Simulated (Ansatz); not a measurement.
GaN:
```cif
data_GaN
_chemical_formula_sum 'Ga1 N1'
_space_group_name_H-M_alt 'P 1'
_space_group_IT_number 1
_cell_length_a 2.95638
_cell_length_b 2.95638
_cell_length_c 2.95638
_cell_angle_alpha 60.000
_cell_angle_beta 60.000
_cell_angle_gamma 60.000
loop_
_space_group_symop_operation_xyz
  'x, y, z'
loop_
_atom_site_label
_atom_site_type_symbol
_atom_site_fract_x
_atom_site_fract_y
_atom_site_fract_z
_atom_site_occupancy
Ga1 Ga 0.00000 0.00000 0.00000 1
N1 N 0.50000 0.50000 0.50000 1
```

Relaxed with LDA.

Q: Give the optical modes at the zone centre with their infrared and Raman activity from DFPT, LDA (plane waves, PAW; program Ansatz).

A: Transverse frequencies, without the LO–TO term; a row sums one degenerate level.

```json
[
 {"ω (cm⁻¹)": "256", "degeneracy": "3", "IR ((D/Å)²/amu)": "74.73", "Raman (Å⁴/amu)": "0", "activity": "IR", "symmetry": "T1u"}
]
```

Q: How high does the top mode go among those that the LO–TO term moves?

A: 657 cm⁻¹ for q along x.

Space group Fm-3m (rock salt). This is a known high-pressure phase of the composition, computed here at zero pressure and temperature. The LDA relaxation kept the symmetry of its start; phonons on a q-mesh show no instability.

Potentials: the later of the program's two PAW sets.
